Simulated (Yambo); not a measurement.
G0W0@PBEsol for CuI (wurtzite, space group P6_3mc, No. 186) in Yambo (3×3×2 mesh, 6 Ry block, plasmon pole, screening fixed), without a terminator:

| bands N in G | gap Γ → Γ (eV) | shift of the valence edge (eV) |
|---|---|---|
| 110 | 2.112 | -0.027 |
| 168 | 2.023 | -0.252 |
| 248 | 1.980 | -0.369 |

### Question
Extrapolate both columns to infinite N with E(N) = E∞ + A/N, test the form, and compare with the terminator.

### Answer
From two points, E∞ = (N2 E2 − N1 E1)/(N2 − N1). The two largest N give 1.89 eV for the gap and -0.61 eV for the shift; the two smallest give 1.85 eV and -0.68 eV. For the gap the slopes A are 28 and 22 eV: the form isn't reached, and its limit is uncertain. For the shift the slopes A are 72 and 61 eV: the form isn't reached, and its limit is uncertain. With the Bruneval-Gonze terminator and 248 bands the run gives 2.05 eV and -0.56 eV, 0.16 eV and 0.05 eV from the extrapolated values: the terminator too is an estimate of the remainder. Block, mesh and the bands in W are held fixed.

Spin-orbit coupling is included.

Geometry relaxed with PBEsol; primitive cell a = b = 4.1819 Å, c = 6.8976 Å, α = β = 90.00°, γ = 120.00°.

This is not the ordinary phase of the substance.

A shift is the quasiparticle energy of the state minus its PBEsol energy.
